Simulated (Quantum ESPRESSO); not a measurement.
**Kohn-Sham bands of MoF$_{6}$ (Im-3m)**

```
CELL_PARAMETERS angstrom
     -3.16735     3.16735     3.16735
      3.16735    -3.16735     3.16735
      3.16735     3.16735    -3.16735
ATOMIC_POSITIONS crystal
  Mo 0.00000 0.00000 0.00000
  F  0.71067 0.71067 0.00000
  F  0.28933 0.28933 0.00000
  F  0.00000 0.71067 0.71067
  F  0.00000 0.28933 0.28933
  F  0.71067 0.00000 0.71067
  F  0.28933 0.00000 0.28933
```

Materials Project entry mp-558836; symmetrised, unrelaxed at this level. Not found in the COD (Crystallography Open Database) copy used, which has the formula in other groups; not checked further. Computed values, not measurements, from PBEsol: Quantum ESPRESSO (norm-conserving PseudoDojo potentials, cutoff 68 Ry, no spin polarisation, no spin-orbit coupling) on a Γ-centred 4×4×4 mesh, then Wannier90. Density: 8×8×8 mesh, cold smearing 0.01 Ry.

List the Kohn-Sham levels between −8 and 7.3 eV relative to the valence-band maximum at the high-symmetry points, as a band run of pw.x on that density gives them (levels within 2 meV counted together).


```json
[
 {"point": "Γ", "k (reciprocal lattice)": "0.000 0.000 0.000", "levels (eV)": "-4.12 (×2), -3.18 (×3), -2.77, -1.14 (×3), -0.90 (×3), -0.38 (×3), 0.00 (×3), 4.42 (×3)"},
 {"point": "H", "k (reciprocal lattice)": "0.500 -0.500 0.500", "levels (eV)": "-4.17 (×2), -3.09 (×3), -2.66, -1.41 (×3), -0.63 (×3), -0.46 (×3), -0.04 (×3), 4.42 (×3)"},
 {"point": "N", "k (reciprocal lattice)": "0.000 0.000 0.500", "levels (eV)": "-4.01, -3.61, -3.27, -3.20, -3.07, -2.21, -1.53, -1.52, -1.17, -1.06, -0.77, -0.72, -0.64, -0.63, -0.40, -0.16, -0.09, -0.08, 4.32 (×2), 4.43"},
 {"point": "P", "k (reciprocal lattice)": "0.250 0.250 0.250", "levels (eV)": "-3.61 (×2), -3.21 (×3), -2.02, -1.50 (×3), -0.84 (×3), -0.64 (×3), -0.15 (×3), 4.32 (×3)"}
]
```
